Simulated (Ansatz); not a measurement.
Consider the following.

Ag (simple cubic, space group No. 221), a = b = c = 2.7149 Å, α = β = γ = 90.00°.

This is the r²SCAN-relaxed structure.

Problem. All from r²SCAN (plane waves, PAW; program Ansatz), unless another level is named. Estimate the density of states at the Fermi level.

Solution. 0.26 states/eV per atom (mean over ±0.08 eV).

Problem. And the gap with spin–orbit coupling?

Solution. none (metallic).

Space group Pm-3m (simple cubic). The cell is a constructed one: a structure type filled with these elements; neither database checked (COD, Materials Project) lists it. It is not the phase usual at ambient conditions (space group No. 225). The cell was relaxed with r²SCAN under the symmetry of its start. At this level the phase is mechanically unstable. The run is not spin-polarised. Spin–orbit coupling is left out wherever it is not named.

Potentials: the earlier of the program's two PAW sets.
